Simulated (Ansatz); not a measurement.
According to PBEsol (plane waves, PAW; program Ansatz), PtW in the orthorhombic phase (Cmcm; W on 4c, Pt on 4c) relaxes to a = 2.687 Å, b = 10.489 Å, c = 4.321 Å. Its formation energy from the elements is -0.20 eV/atom, with no fitted shifts.

Electronic character: metallic (no gap).

The start of the workflow was typed in or built on a structure type; neither database checked (COD, Materials Project) lists it. Whether it is the stable phase at ambient conditions was not checked. The PBEsol relaxation kept the symmetry of its start; its stability against distortions is not shown here. The run is not spin-polarised. Axis ratios of metals converge slowly with the k-mesh, so a and c are less sure than the volume. The references are the lowest solids computed at this level, not always the standard phases. Scalar-relativistic: spin–orbit coupling is off unless named, which matters more the heavier the elements.

Potentials: the earlier of the program's two PAW sets. The files were generated under PBE; for other functionals the program regenerates the frozen cores, and for LDA and PBEsol the local potential too.
